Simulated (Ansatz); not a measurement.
TaCo3 (space group R-3m)

```
TaCo3
1.0
    2.54643     1.47018     6.17041
   -2.54643     1.47018     6.17041
    0.00000    -2.94037     6.17041
Ta Co
3 9
Cartesian
  0.00000   0.00000   0.00000
  0.00000   0.00000   4.04827
  0.00000   0.00000  14.46296
  0.00000   1.47018   6.17041
 -1.27322  -0.73509   6.17041
  1.27322  -0.73509   6.17041
  1.20201  -0.69398  10.30189
 -1.20201   0.69398   8.20934
  0.00000   1.38797  10.30189
  0.00000  -1.38797   8.20934
 -1.20201  -0.69398  10.30189
  1.20201   0.69398   8.20934
```

The slice is a (1 -1 0 2) plane (indices of the conventional cell) through the point (0.758, 0.286, 0.286) (fractional), spanned by u = [1 0 -1] and v = [010] in vectors of this cell: u (5.09 Å) and v (6.84 Å, at 90° to u). It covers one period; positions are fractions (u, v).

These are PBEsol (plane waves to 420 eV, PAW, scalar-relativistic; Ansatz, a quantum-chemistry and plane-wave program) values and carry that method's errors. k mesh 9×9×9. Near the nuclei the fields are pseudised (PAW); where an atom keeps semicore shells as valence, they peak there. Spin-orbit coupling is left out, though Ta is heavy. TaCo3 is run without spin polarisation. TaCo3 was relaxed with its symmetry unable to fall.

### Question
What is the valence density on the shortest Co–Co line in this plane (2.40 Å), at its midpoint?

### Answer
0.40 e/Å³.

### Question
What is the ELF at the midpoint of the shortest Co–Co line in this plane (2.40 Å)?

### Answer
0.31.

### Question
Predict the map of the electrostatic potential energy of an electron, from the cell's mean on the slice.

### Answer
```
|xxxxxxxx  ****::xxxxxxxxxxxxxxxx==  xxxxxx|
|xxxxxxxx==####==xxxxxxxxxxxxxx--**==xxxxxx|
|xxxxxx..==++++==..xxxxxxxxxx..**##**::xxxx|
|xx  ::::........::::  xx  --++******++--  |
|++==::    xxxx    ..==++++++--  xxxx--++++|
|**--  xxxxxxxxxxxx  --++++::xxxxxxxxxx..++|
|==  xxxxxxxxxxxxxxxx  ==--xxxxxxxxxxxxxx--|
|::  xxxxxxxxxxxxxxxx  ::  xxxxxxxxxxxxxx  |
|::  xxxxxxxxxxxxxxxx  ::xxxxxxxxxxxxxxxxxx|
|--  xxxxxxxxxxxxxxxx  ::..xxxxxxxxxxxxxx  |
|==..  xxxxxxxxxxxxxx  ====xxxxxxxxxxxxxx--|
|**==  xxxxxxxxxxxx  --****--xxxxxxxxxx--**|
|**==::            ::==++**++==--::::==++**|
|xx..------::::::----..xx..==****####**==::|
|xxxxxx::++****++--xxxxxxxxxx--**####--xxxx|
|xxxxxxxx++####++xxxxxxxxxxxxxx==##++xxxxxx|
|xxxxxxxx--####--xxxxxxxxxxxxxx::++--xxxxxx|
|xxxxxxxx::****--xxxxxxxxxxxxxx..++::xxxxxx|
|xxxxxxxx--****--xxxxxxxxxxxxxx--++--xxxxxx|
|xxxxxxxx++####++xxxxxxxxxxxxxx++##++xxxxxx|
|xxxxxx==**####**==xxxxxxxxxx++##%%##++xxxx|
|--==++**########**++==--==**##@@@@@@%%**==|
|++++**####%%%%####**++++**##%%@@@@@@%%##**|
|xx  ==**##%%%%##**==..xx  ==##%%@@@@##==..|
|xxxxxx::**##%%**::xxxxxxxxxx::##%%##--xxxx|
|xxxxxxxx==####==xxxxxxxxxxxxxx--**==xxxxxx|
|xxxxxxxx  ****..xxxxxxxxxxxxxxxx==  xxxxxx|
|xxxxxxxxxx****xxxxxxxxxxxxxxxxxx--xxxxxxxx|
```
Scale: ten equal steps from 6.00 (start of ' ') to 14.82 (end of '@'), in the order ' .:-=+*#%@'. Values: electrostatic potential energy of an electron, from the cell's mean, in eV. The map has 21 points along u (two characters each, u = 0 at the left) and 28 along v (v = 0 in the bottom row). Points within 1 Å of a nucleus are blanked (x), as the pseudised field means little there. Values under 6 eV are set to 6. The zero, the cell's mean, hangs on the PAW cores.
